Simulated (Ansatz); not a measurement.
**Mg started on a K site next to Mg started on a K site in cubic perovskite KZnF3, 40 atoms, charge 0**

All numbers below come from DFT, r2SCAN, PAW, plane waves (Ansatz).

Input file:

```yaml
crystal:
  lattice:
    - [8.104526, 0.000000, 0.000000]
    - [0.000000, 8.104526, 0.000000]
    - [0.000000, 0.000000, 8.104526]
  atoms:
    - { symbol: K, position: [0.999135, 0.998105, 0.011467] }
    - { symbol: K, position: [0.999801, 0.967788, 0.507896] }
    - { symbol: K, position: [0.999572, 0.506278, 0.010981] }
    - { symbol: K, position: [0.500153, 0.002578, 0.987469] }
    - { symbol: K, position: [0.499538, 0.032529, 0.491240] }
    - { symbol: K, position: [0.499730, 0.494350, 0.988344] }
    - { symbol: Mg, position: [0.999661, 0.380465, 0.451688] }
    - { symbol: Mg, position: [0.499695, 0.620022, 0.547495] }
    - { symbol: Zn, position: [0.256942, 0.243428, 0.238436] }
    - { symbol: Zn, position: [0.251104, 0.265595, 0.739274] }
    - { symbol: Zn, position: [0.248154, 0.735122, 0.259808] }
    - { symbol: Zn, position: [0.242446, 0.757194, 0.760732] }
    - { symbol: Zn, position: [0.742701, 0.243616, 0.238663] }
    - { symbol: Zn, position: [0.747938, 0.265508, 0.739473] }
    - { symbol: Zn, position: [0.751350, 0.735129, 0.259626] }
    - { symbol: Zn, position: [0.756579, 0.757020, 0.760562] }
    - { symbol: F, position: [0.240169, 0.285933, 0.990759] }
    - { symbol: F, position: [0.206294, 0.224602, 0.492596] }
    - { symbol: F, position: [0.259564, 0.714708, 0.008431] }
    - { symbol: F, position: [0.292776, 0.775934, 0.506405] }
    - { symbol: F, position: [0.759757, 0.285150, 0.990855] }
    - { symbol: F, position: [0.793375, 0.224804, 0.492683] }
    - { symbol: F, position: [0.739142, 0.715511, 0.008350] }
    - { symbol: F, position: [0.706322, 0.775741, 0.506418] }
    - { symbol: F, position: [0.999922, 0.220882, 0.247784] }
    - { symbol: F, position: [0.000165, 0.354228, 0.700218] }
    - { symbol: F, position: [0.999848, 0.779476, 0.249453] }
    - { symbol: F, position: [0.999530, 0.725952, 0.751807] }
    - { symbol: F, position: [0.499778, 0.275210, 0.248382] }
    - { symbol: F, position: [0.499394, 0.221361, 0.749299] }
    - { symbol: F, position: [0.499241, 0.646427, 0.299079] }
    - { symbol: F, position: [0.499405, 0.779741, 0.750990] }
    - { symbol: F, position: [0.283040, 0.990914, 0.229495] }
    - { symbol: F, position: [0.216562, 0.009848, 0.769640] }
    - { symbol: F, position: [0.175276, 0.490472, 0.311573] }
    - { symbol: F, position: [0.323976, 0.510198, 0.687401] }
    - { symbol: F, position: [0.716869, 0.991248, 0.229839] }
    - { symbol: F, position: [0.782096, 0.009460, 0.769348] }
    - { symbol: F, position: [0.823621, 0.490147, 0.310752] }
    - { symbol: F, position: [0.675794, 0.510428, 0.688370] }
  symmetry: { detect: false }
kpoints:
  mp_grid: { grid: [1, 1, 1], shift: [0.25, 0.25, 0.25] }
hamiltonian:
  xc: r2scan
scf:
  occupations: { method: fermi_dirac, width: 0.01 }
output:
  forces: true
  eigenvalues: true
  populations: true
  eigenstates: { kpoints: [[0.25, 0.25, 0.25]], e_range: [-6.0, 6.0], localisation: true }
```

Launch command:

```sh
ansatz run in.yaml --threads 8 --pin off --max-ram 13300MiB --runs-dir r --events-out ev --progress --plain
```

The program printed, less machine lines and repeats, with […] for rows cut from tables:

```
Pseudopotentials: kind: paw
Functional definition: r2SCAN
  parameter k0 = 0.174
  parameter k1 = 0.065
  parameter a1 = 4.9479
  exchange = r2scan_x(k0 = k0, k1 = k1, a1 = a1)
  correlation = r2scan_c
Crystal: 40 atoms, lattice volume = 532.332 Å³
Basis set: ecut = 500 eV, 13517 PW (Γ), exchange–correlation on 240×240×240 points (64 copies of the dense FFT grid, shifted against one another)
Bands: 209, of which v1, the nominal top of the filled ones, is band 169 counted from 1 (168 counted from 0)
Symmetry: 1 space group operations
k-points: 1
Non-local potential: K, projectors of the file, l = 0: 3, l = 1: 2, l = 2: 2
Non-local potential: Mg, projectors of the file, l = 0: 3, l = 1: 2, l = 2: 1
Non-local potential: Zn, projectors of the file, l = 0: 2, l = 1: 2, l = 2: 3, l = 3: 1
Non-local potential: F, projectors of the file, l = 0: 2, l = 1: 2, l = 2: 1
PAW form: soft (Blöchl's): semilocal exchange-correlation on the pseudo side does not see the compensation charge
PAW frozen core: K, regenerated for the run's functional (the file was generated under x = pbe(κ = 0.804, μ = 0.2195149727645171), c = pbe(β = 0.06672455060314922))
PAW frozen core: Mg, regenerated for the run's functional (the file was generated under x = pbe(κ = 0.804, μ = 0.2195149727645171), c = pbe(β = 0.06672455060314922))
PAW frozen core: Zn, regenerated for the run's functional (the file was generated under x = pbe(κ = 0.804, μ = 0.2195149727645171), c = pbe(β = 0.06672455060314922))
PAW frozen core: F, regenerated for the run's functional (the file was generated under x = pbe(κ = 0.804, μ = 0.2195149727645171), c = pbe(β = 0.06672455060314922))
PAW one-centre angular grid: K, 302 points (default); XC on 160 Gauss nodes
PAW one-centre angular grid: Mg, 302 points (default); XC on 224 Gauss nodes
PAW one-centre angular grid: Zn, 590 points (default); XC on 261 of its mesh's 2673 points in the sphere
PAW one-centre angular grid: F, 302 points (default); XC on 160 Gauss nodes
Initial density: superposition of atomic densities (neutral atoms: chi_scale 0, normalization atom), corrected by the library's trained network
Initial wavefunctions: pseudopotential atomic-orbital guess
Functional: x = r2scan, c = r2scan; τ floored in thin density (d = 2e-4 eV/Å³)
SCF iter   1: F=—  HF=-59186.308098 eV  |F-HF|=—  |Δ(HF+E_count)|=         —  Δρ=1.10e-2  dr2=3.48e-1  dr2_τ=6.35e-1  ethr=1.77e-3  ⟨swp⟩=6.0  Hψ=832  notcnv=0  defer=13
preconditioner: auto → Resta (q_TF=auto, 2.529 Å⁻¹)  ε∞=3.7  [insulator: Δε(μ)=1.434 eV  Ē_g=17.162 eV  σ=0.010 eV  W_gap=1.00  n_scr=146 (ndim 8)  ℏωp=28.3 eV  f_vac=0.091  D(μ)=0.00/eV (n_scr^D=0)  ε∞_Penn≈3.7]
SCF iter   2: F=—  HF=-59186.789132 eV  |F-HF|=—  |Δ(HF+E_count)|=   4.81e-1  Δρ=3.07e-3  dr2=3.60e-2  dr2_τ=4.59e-3  ethr=1.03e-4  ⟨swp⟩=3.0  Hψ=419  notcnv=0  defer=31
SCF iter   3: F=—  HF=-59186.779614 eV  |F-HF|=—  |Δ(HF+E_count)|=   9.52e-3  Δρ=2.36e-3  dr2=1.65e-2  dr2_τ=1.09e-3  ethr=1.07e-5  ⟨swp⟩=2.0  Hψ=348  notcnv=0  defer=31
SCF iter   4: F=—  HF=-59186.775807 eV  |F-HF|=—  |Δ(HF+E_count)|=   3.81e-3  Δρ=3.25e-4  dr2=6.93e-4  dr2_τ=8.61e-5  ethr=4.89e-6  ⟨swp⟩=2.0  Hψ=314  notcnv=0  defer=31
SCF iter   5: F=—  HF=-59186.775800 eV  |F-HF|=—  |Δ(HF+E_count)|=   7.20e-6  Δρ=1.62e-4  dr2=1.30e-4  dr2_τ=9.13e-6  ethr=2.05e-7  ⟨swp⟩=2.0  Hψ=284  notcnv=0  defer=31
SCF iter   6: F=—  HF=-59186.775838 eV  |F-HF|=—  |Δ(HF+E_count)|=   3.77e-5  Δρ=6.01e-5  dr2=1.73e-5  dr2_τ=1.01e-6  ethr=3.86e-8  ⟨swp⟩=2.0  Hψ=338  notcnv=0  defer=31
SCF iter   7: F=—  HF=-59186.775457 eV  |F-HF|=—  |Δ(HF+E_count)|=   3.81e-4  Δρ=2.00e-5  dr2=1.72e-6  dr2_τ=1.15e-7  ethr=5.13e-9  ⟨swp⟩=2.0  Hψ=347  notcnv=0  defer=31
SCF iter   8: F=—  HF=-59186.775457 eV  |F-HF|=—  |Δ(HF+E_count)|=   2.58e-7  Δρ=1.04e-5  dr2=4.56e-7  dr2_τ=1.79e-8  ethr=5.10e-10  ⟨swp⟩=2.0  Hψ=329  notcnv=0  defer=31
SCF iter   9: F=-59186.775457 eV  HF=-59186.775457 eV  |F-HF|=2.11e-8  |Δ(HF+E_count)|=   4.12e-8  Δρ=3.70e-6  dr2=7.08e-8  dr2_τ=4.18e-9  ethr=2.96e-11  ⟨swp⟩=11.0  Hψ=1246  notcnv=0
SCF 1 converged in 9 iterations: F = -59186.775457 eV  dr2 = 7.08e-8
  greatest PAW one-centre occupation: 1.000 electrons in one spin orbital (limit 2), on the Mg atom at site 7 (counted from 0), in its partial waves of l = 0
NSCF: frozen V_eff on 1 k-points
SCF converged after 9 iterations
Free energy (F): -59186.775457 eV
Harris-Foulkes:  -59186.775457 eV  (|F-HF|=2.11e-8)
Internal energy: -59186.775457 eV  (E = F + TS)
E sigma→0 (E₀):  -59186.775457 eV
Fermi energy:    8.829444 eV
--- Per-component energies (eV) ---
  E_band       = -2114.310358
  E_kinetic    = 7729.862570
  E_local      = -35365.532252  (includes V_loc(G=0)·N_el)
  E_nonlocal   = 7027.190925
  E_hartree    = 13949.904659
  E_xc         = -3748.144128
  E_vxc        = -4407.648690  (∫ρ·V_xc dr)
  E_paw        = -25056.790035  (= ΣΔE_a)
  E_vpaw       = -5295.567040  (= ΣTr[D̂ρ^β])
  E_aug_tail   = 0.024385  (compensation charges beyond the density's cutoff)
  E_vtau       = 297.550699  (kinetic-family band-sum trace: ∫τ·v_τ [+ j·A + Jᵃ·Aᵃ] dr)
  E_ewald      = -23719.847708
  E_core_change = -3.443873  (= ΣΔE_core)
  E_smearing   = -0.000000  (= −TS)
  E_closure    = -0.000000  (closes the sum)
  Σ components = -59186.775457   (vs F -59186.775457, Δ=0.00e0)
--- Forces (eV/Å), atoms counted from 1 ---
  atom   1  K      0.00368567    -0.00512535    -0.00550566
  atom   2  K     -0.00033332    -0.00966919    -0.00219463
  atom   3  K      0.00177516     0.00613709    -0.00036951
  atom   4  K     -0.00343918     0.00640848     0.00423419
  atom   5  K     -0.00002449     0.01412521     0.00348243
  atom   6  K     -0.00150951    -0.00814065    -0.00043489
  atom   7  Mg     0.00125873     0.01553082    -0.00952374
  atom   8  Mg     0.00018503    -0.01510770     0.00273980
  atom   9  Zn     0.02949980     0.01961658     0.01940177
  atom  10  Zn    -0.00373403     0.01413227    -0.01686523
  atom  11  Zn     0.00721168    -0.01607468     0.01642045
  atom  12  Zn    -0.02853318    -0.01782908    -0.01959874
  atom  13  Zn    -0.03229147     0.01414630     0.01739581
  atom  14  Zn     0.00669748     0.01522652    -0.01682688
  atom  15  Zn    -0.00882263    -0.01493475     0.01785326
  atom  16  Zn     0.02887779    -0.01480672    -0.01870750
  atom  17  F      0.00763694    -0.03868720     0.00170916
  atom  18  F     -0.01220624     0.02246817    -0.01439462
  atom  19  F     -0.01067993     0.03952958    -0.00052041
  atom  20  F      0.01150993    -0.02101581     0.01779055
  atom  21  F     -0.00457715    -0.03448056     0.01489375
  atom  22  F      0.01100293     0.02040317    -0.01805586
  atom  23  F      0.00720898     0.03414781    -0.01383485
  atom  24  F     -0.01242461    -0.02136670     0.02026371
  atom  25  F     -0.00512293     0.03420880     0.03173076
  atom  26  F     -0.00316140    -0.00122399    -0.02907220
  atom  27  F      0.00737315    -0.03654481    -0.01039840
  atom  28  F     -0.00495902     0.03055815     0.01542996
  atom  29  F      0.00676116    -0.03290962    -0.01988923
  atom  30  F     -0.00539837     0.03384665     0.01229209
  atom  31  F      0.00276459     0.00356362     0.02846668
  atom  32  F      0.00530298    -0.03286207    -0.02908613
  atom  33  F     -0.03589800     0.00159401     0.01347767
  atom  34  F      0.03299773    -0.00501270    -0.01445603
  atom  35  F     -0.03867802    -0.02284149     0.01345343
  atom  36  F      0.03829137     0.02096218    -0.01046508
  atom  37  F      0.03671788     0.01627175     0.01149611
  atom  38  F     -0.03379400    -0.01669359    -0.01259779
  atom  39  F      0.03686348    -0.02044338     0.01459829
  atom  40  F     -0.03803534     0.02271399    -0.01429149
  max |Σ_I F_I| component: 1.79e-4 eV/Å
--- Band table (eV) ---
  k-point 0: bands = ["-72.1373", "-72.1369", "-37.2942", "-37.2937", "-37.2402", "-37.2397", "-37.2125", "-37.2121", "-24.4836", "-24.4705", "-24.4511", "-24.4398", "-24.3983", "-24.3837", "-19.6807", "-19.6421", "-19.4022", "-19.3665", "-19.3055", "-19.2883", "-19.1644", "-19.1569", "-19.0848", "-19.0684", "-19.0570", "-19.0339", "-18.9985", "-18.9897", "-18.9690", "-18.9545", "-18.9305", "-18.9 …
--- Löwdin populations: 40 sites ---
  site symbol       q [e]
     0      K      8.2433
     1      K      8.2512
     2      K      8.2797
     3      K      8.2432
     4      K      8.2509
     5      K      8.2795
     6     Mg      8.3838
     7     Mg      8.3836
     8     Zn     10.5136
     9     Zn     10.5222
    10     Zn     10.5221
    11     Zn     10.5143
    12     Zn     10.5124
    13     Zn     10.5237
    14     Zn     10.5234
    15     Zn     10.5128
    16      F      7.7464
    17      F      7.7543
    18      F      7.7464
    19      F      7.7542
    20      F      7.7466
    21      F      7.7541
    22      F      7.7466
    23      F      7.7540
    24      F      7.7560
    25      F      7.7518
    26      F      7.7545
    27      F      7.7438
    28      F      7.7438
    29      F      7.7546
    30      F      7.7518
    31      F      7.7560
    32      F      7.7525
    33      F      7.7525
    34      F      7.7579
    35      F      7.7580
    36      F      7.7525
    37      F      7.7525
    38      F      7.7577
    39      F      7.7577
  spilling = 0.004391 (of n_electrons = 338.000000)
```

Absolute energies hang on the potentials; compare differences alone.

The atoms are those of an earlier PBEsol relaxation. One k point and one spin start were run, so the state needn't be the lowest, and an added charge can sit in a band of the host.

Time: 7.3 s of wall time on a shared host.
